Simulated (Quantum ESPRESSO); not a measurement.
## AlIn2Hf3Nb2 (finding a planted mistake in a log)

Simulated, not a measurement. The program is pw.x of Quantum ESPRESSO 7.5 (plane-wave density functional theory). The cell is made up: eight metal atoms on a hexagonal close-packed lattice, with elements, volume, strain and displacements drawn at random and not relaxed, so it may be unstable or far from any real phase. PseudoDojo standard norm-conserving files set the functional (PBE unless stated); there is no spin polarisation or spin-orbit coupling, the Fermi-Dirac width of 0.25 eV means electrons at about 2900 K, and the masses in the input are unused placeholders. Heavy elements are run without spin-orbit coupling, which real alloys of them have. A spin test at this wide smearing found no moment, but such smearing suppresses magnetism that the real alloy may have.

Intended input:

```
&control calculation='scf', pseudo_dir='./dojo.nc.sr.pbe.v0_5.standard.upf', outdir='./o', disk_io='minimal', tprnfor=.true., tstress=.true. /
&system ibrav=0, nat=8, ntyp=4, nbnd=62, ecutwfc=82.02448710, nosym=.true., tot_charge=0,
 occupations='smearing', smearing='fd', degauss=0.0183746611
/
&electrons conv_thr=1.470e-08, electron_maxstep=70, mixing_beta=0.5 /
ATOMIC_SPECIES
Al 1.0 Al.upf
Hf 1.0 Hf.upf
In 1.0 In.upf
Nb 1.0 Nb.upf
CELL_PARAMETERS angstrom
0.0095 0.0673 4.9384
6.0071 -0.0091 0.0116
-3.0114 5.1251 0.0652
ATOMIC_POSITIONS angstrom
Al 0.0026 0.0221 0.0235
In -1.4981 2.5972 0.0235
Hf 2.9659 -0.0067 0.052
In 1.4828 2.5433 0.0002
Nb 0.0336 1.6907 2.4537
Hf -1.5025 4.2852 2.5123
Hf 3.0048 1.7452 2.4627
Nb 1.4854 4.3154 2.5205
K_POINTS automatic
5 5 5 1 1 1
```

The log is shortened where brackets say so; the opening notice, blank lines, dates and the lines on written files are dropped, and the path of the files is cut. It prints rydbergs, bohrs and kilobars, and counts compression as positive stress. Its total energy is the free energy E - TS of the whole cell.

Log of the intended run:

```
     Program PWSCF v.7.5
     Parallel version (MPI & OpenMP), running on       4 processor cores
     Number of MPI processes:                 4
     Threads/MPI process:                     1
     [start-up lines left out]
     bravais-lattice index     =            0
     lattice parameter (alat)  =       9.3331  a.u.
     unit-cell volume          =    1024.8956 (a.u.)^3
     number of atoms/cell      =            8
     number of atomic types    =            4
     number of electrons       =        91.00
     number of Kohn-Sham states=           62
     kinetic-energy cutoff     =      82.0245  Ry
     charge density cutoff     =     328.0979  Ry
     scf convergence threshold =      1.5E-08
     mixing beta               =       0.5000
     number of iterations used =            8  plain     mixing
     Exchange-correlation= PBE
                           (   1   4   3   4   0   0   0)
     [axes and pseudopotential details left out]
   Cartesian axes
     site n.     atom                  positions (alat units)
         1        Al     tau(   1) = (   0.0005264   0.0044747   0.0047582  )
         2        In     tau(   2) = (  -0.3033286   0.5258695   0.0047582  )
         3        Hf     tau(   3) = (   0.6005223  -0.0013566   0.0105287  )
         4        In     tau(   4) = (   0.3002308   0.5149561   0.0000405  )
         5        Nb     tau(   5) = (   0.0068032   0.3423254   0.4968143  )
         6        Hf     tau(   6) = (  -0.3042195   0.8676483   0.5086793  )
         7        Hf     tau(   7) = (   0.6083986   0.3533603   0.4986366  )
         8        Nb     tau(   8) = (   0.3007572   0.8737630   0.5103396  )
     number of k points=    63  Fermi-Dirac smearing, width (Ry)=  0.0184
                       cart. coord. in units 2pi/alat
        k(    1) = (   0.0822454   0.1434465   0.0978964), wk =   0.0320000
        k(    2) = (   0.0825428   0.3363873   0.0952664), wk =   0.0320000
     [further k points left out]
     Dense  grid:   102917 G-vectors     FFT dimensions: (  54,  72,  72)
     Estimated max dynamical RAM per process >     378.19 MB
     Estimated total dynamical RAM >       1.40 GB
     Initial potential from superposition of free atoms
     starting charge      90.9796, renormalised to      91.0000
     Starting wfcs are   72 randomized atomic wfcs
     total cpu time spent up to now is       12.1 secs
     per-process dynamical memory:   307.6 Mb
     Self-consistent Calculation
     iteration #  1     ecut=    82.02 Ry     beta= 0.50
     Davidson diagonalization with overlap
     ethr =  1.00E-02,  avg # of iterations =  2.7
     total cpu time spent up to now is       38.5 secs
     total energy              =    -857.64079512 Ry
     estimated scf accuracy    <       0.96594990 Ry
     iteration #  2     ecut=    82.02 Ry     beta= 0.50
     Davidson diagonalization with overlap
     ethr =  1.06E-03,  avg # of iterations =  6.4
     total cpu time spent up to now is       70.9 secs
     total energy              =    -857.29567032 Ry
     estimated scf accuracy    <       7.32740010 Ry
     [iterations 3 to 12 left out]
     iteration # 13     ecut=    82.02 Ry     beta= 0.50
     Davidson diagonalization with overlap
     ethr =  2.81E-11,  avg # of iterations =  3.3
     total cpu time spent up to now is      360.1 secs
     total energy              =    -858.10191826 Ry
     estimated scf accuracy    <       0.00000005 Ry
     iteration # 14     ecut=    82.02 Ry     beta= 0.50
     Davidson diagonalization with overlap
     ethr =  2.81E-11,  avg # of iterations =  2.0
     total cpu time spent up to now is      383.3 secs
     End of self-consistent calculation
     [lines on levels left out]
!    total energy              =    -858.10191827 Ry
     estimated scf accuracy    <          5.5E-09 Ry
     smearing contrib. (-TS)   =      -0.09578628 Ry
     internal energy E=F+TS    =    -858.00613199 Ry
     The total energy is F=E-TS. E is the sum of the following terms:
     one-electron contribution =    -157.50145552 Ry
     hartree contribution      =     133.46698784 Ry
     xc contribution           =    -220.69822504 Ry
     ewald contribution        =    -613.27343927 Ry
     convergence has been achieved in  14 iterations
     Forces acting on atoms (cartesian axes, Ry/au):
     atom    1 type  1   force =    -0.01682785   -0.00602970   -0.00813332
     atom    2 type  3   force =    -0.00349370   -0.02152255   -0.00581794
     atom    3 type  2   force =     0.02889955   -0.00232307   -0.02353555
     atom    4 type  3   force =    -0.00032202    0.01738134    0.00130341
     atom    5 type  4   force =    -0.01208661   -0.00485549    0.01001949
     atom    6 type  2   force =    -0.01643340    0.00701351    0.00918857
     atom    7 type  2   force =     0.00748178    0.00086055    0.01756779
     atom    8 type  4   force =     0.01278226    0.00947542   -0.00059246
     Total force =     0.062338     Total SCF correction =     0.000187
     Computing stress (Cartesian axis) and pressure
          total   stress  (Ry/bohr**3)                   (kbar)     P=      106.47
   0.00063972   0.00008773  -0.00002641           94.11       12.91       -3.88
   0.00008773   0.00093138  -0.00011765           12.91      137.01      -17.31
  -0.00002641  -0.00011765   0.00060012           -3.88      -17.31       88.28
     init_run     :     11.46s CPU     11.89s WALL (       1 calls)
     electrons    :    368.57s CPU    371.26s WALL (       1 calls)
     forces       :      3.47s CPU      3.50s WALL (       1 calls)
     stress       :     12.41s CPU     12.72s WALL (       1 calls)
     [timing details left out]
     PWSCF        :   6m36.22s CPU   6m39.72s WALL
     JOB DONE.
```

A second run was made from an input with one planted mistake. Its log:

```
     Program PWSCF v.7.5
     Parallel version (MPI & OpenMP), running on       4 processor cores
     Number of MPI processes:                 4
     Threads/MPI process:                     1
     [start-up lines left out]
     bravais-lattice index     =            0
     lattice parameter (alat)  =       9.3331  a.u.
     unit-cell volume          =    1024.8956 (a.u.)^3
     number of atoms/cell      =            8
     number of atomic types    =            5
     number of electrons       =        92.00
     number of Kohn-Sham states=           62
     kinetic-energy cutoff     =      82.0245  Ry
     charge density cutoff     =     328.0979  Ry
     scf convergence threshold =      1.5E-08
     mixing beta               =       0.5000
     number of iterations used =            8  plain     mixing
     Exchange-correlation= PBE
                           (   1   4   3   4   0   0   0)
     [axes and pseudopotential details left out]
   Cartesian axes
     site n.     atom                  positions (alat units)
         1        Al     tau(   1) = (   0.0005264   0.0044747   0.0047582  )
         2        In     tau(   2) = (  -0.3033286   0.5258695   0.0047582  )
         3        Hf     tau(   3) = (   0.6005223  -0.0013566   0.0105287  )
         4        W      tau(   4) = (   0.3002308   0.5149561   0.0000405  )
         5        Nb     tau(   5) = (   0.0068032   0.3423254   0.4968143  )
         6        Hf     tau(   6) = (  -0.3042195   0.8676483   0.5086793  )
         7        Hf     tau(   7) = (   0.6083986   0.3533603   0.4986366  )
         8        Nb     tau(   8) = (   0.3007572   0.8737630   0.5103396  )
     number of k points=    63  Fermi-Dirac smearing, width (Ry)=  0.0184
                       cart. coord. in units 2pi/alat
        k(    1) = (   0.0822454   0.1434465   0.0978964), wk =   0.0320000
        k(    2) = (   0.0825428   0.3363873   0.0952664), wk =   0.0320000
     [further k points left out]
     Dense  grid:   102917 G-vectors     FFT dimensions: (  54,  72,  72)
     Estimated max dynamical RAM per process >     387.58 MB
     Estimated total dynamical RAM >       1.44 GB
     Initial potential from superposition of free atoms
     starting charge      91.9829, renormalised to      92.0000
     Starting wfcs are   73 randomized atomic wfcs
     total cpu time spent up to now is       13.2 secs
     per-process dynamical memory:   312.8 Mb
     Self-consistent Calculation
     iteration #  1     ecut=    82.02 Ry     beta= 0.50
     Davidson diagonalization with overlap
     ethr =  1.00E-02,  avg # of iterations =  2.5
     total cpu time spent up to now is       41.6 secs
     total energy              =    -876.41393027 Ry
     estimated scf accuracy    <       0.92936293 Ry
     iteration #  2     ecut=    82.02 Ry     beta= 0.50
     Davidson diagonalization with overlap
     ethr =  1.01E-03,  avg # of iterations =  4.6
     total cpu time spent up to now is       75.7 secs
     total energy              =    -875.95148117 Ry
     estimated scf accuracy    <       8.43907455 Ry
     [iterations 3 to 14 left out]
     iteration # 15     ecut=    82.02 Ry     beta= 0.50
     Davidson diagonalization with overlap
     ethr =  5.15E-10,  avg # of iterations =  2.0
     total cpu time spent up to now is      439.5 secs
     total energy              =    -876.85151912 Ry
     estimated scf accuracy    <       0.00000005 Ry
     iteration # 16     ecut=    82.02 Ry     beta= 0.50
     Davidson diagonalization with overlap
     ethr =  5.80E-11,  avg # of iterations =  5.1
     total cpu time spent up to now is      469.6 secs
     End of self-consistent calculation
     [lines on levels left out]
!    total energy              =    -876.85151913 Ry
     estimated scf accuracy    <          3.0E-09 Ry
     smearing contrib. (-TS)   =      -0.11274172 Ry
     internal energy E=F+TS    =    -876.73877741 Ry
     The total energy is F=E-TS. E is the sum of the following terms:
     one-electron contribution =    -166.58157172 Ry
     hartree contribution      =     130.73519393 Ry
     xc contribution           =    -213.42705752 Ry
     ewald contribution        =    -627.46534210 Ry
     convergence has been achieved in  16 iterations
     Forces acting on atoms (cartesian axes, Ry/au):
     atom    1 type  1   force =    -0.01473492   -0.00465500   -0.00961584
     atom    2 type  3   force =    -0.00409529   -0.01926038   -0.00635794
     atom    3 type  2   force =     0.03572661    0.00924990   -0.02742922
     atom    4 type  5   force =    -0.00565189    0.00535826   -0.00380127
     atom    5 type  4   force =     0.00062284    0.00709886    0.00431125
     atom    6 type  2   force =    -0.01300908    0.00656585    0.01221244
     atom    7 type  2   force =    -0.01060204    0.00526126    0.01603117
     atom    8 type  4   force =     0.01174377   -0.00961875    0.01464941
     Total force =     0.064975     Total SCF correction =     0.000124
     Computing stress (Cartesian axis) and pressure
          total   stress  (Ry/bohr**3)                   (kbar)     P=       46.37
   0.00028074   0.00015413  -0.00003951           41.30       22.67       -5.81
   0.00015413   0.00038906  -0.00005050           22.67       57.23       -7.43
  -0.00003951  -0.00005050   0.00027581           -5.81       -7.43       40.57
     init_run     :     12.32s CPU     12.74s WALL (       1 calls)
     electrons    :    454.15s CPU    456.39s WALL (       1 calls)
     forces       :      3.88s CPU      3.91s WALL (       1 calls)
     stress       :     14.10s CPU     14.48s WALL (       1 calls)
     [timing details left out]
     PWSCF        :   8m 5.00s CPU   8m 8.09s WALL
     JOB DONE.
```

Question: the log repeats what the program read. Compare it with the intended run: what was wrong in the second input?

Answer: one atom is of a wrong element. The input lines that differ:

```
- &system ibrav=0, nat=8, ntyp=4, nbnd=62, ecutwfc=82.02448710, nosym=.true., tot_charge=0,
+ &system ibrav=0, nat=8, ntyp=5, nbnd=62, ecutwfc=82.02448710, nosym=.true., tot_charge=0,
+ W 1.0 W.upf
- In 1.4828 2.5433 0.0002
+ W 1.4828 2.5433 0.0002
```

|  | intended run | run with the mistake |
| --- | --- | --- |
| free energy (eV) | -11675.071 | -11930.173 |
| entropy term -TS, part of it (eV) | -1.303 | -1.534 |
| pressure (GPa) | 10.65 | 4.64 |
| size of the largest force component (eV/Å) | 0.743 | 0.919 |
| largest change of a force component (eV/Å) |  | 0.491 |
| iterations | 14 | 16 |

For scale, a rerun of the intended cell at a higher cutoff and on a denser mesh moved values by no more than 0.002 eV in energy, 0.04 GPa in stress and 0.005 eV/Å in force, and a second program with other atomic files agreed on that cell to 2 % rms in force and 0.5 GPa in pressure. Files of another functional or element have another zero of energy, so the energy change says nothing on stability.